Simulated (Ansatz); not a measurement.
Si (diamond)

```
Si
1.0
    0.00000     2.73494     2.73494
    2.73494     0.00000     2.73494
    2.73494     2.73494     0.00000
Si
2
Direct
  0.50000   0.50000   0.50000
  0.75000   0.75000   0.75000
```

This relaxed cell (volume V₀) is scaled evenly in all directions, its shape held. Symmetry pins the atoms to their sites.

Computed with PBE (plane waves to 420 eV, PAW, scalar-relativistic; Ansatz, a program for electronic structure). k mesh 10×10×10 (Γ-centred), Fermi-Dirac smearing 0.05 eV. Stress and pressure are positive under compression. Si was relaxed with its symmetry unable to fall. The PAW data are Ansatz's earlier set.

At one point of the scan the stress tensor (GPa) is:

```
    4.0      0.0      0.0
    0.0      4.0      0.0
    0.0      0.0      4.0
```

### Question
Which point is it?
A) V/V₀ = 0.880
B) V/V₀ = 0.840
C) V/V₀ = 0.920
D) V/V₀ = 0.960

### Answer
D, V/V₀ = 0.960

(A scan under strain: stresses follow from slopes of the energy per volume, elastic moduli from its curvatures.)
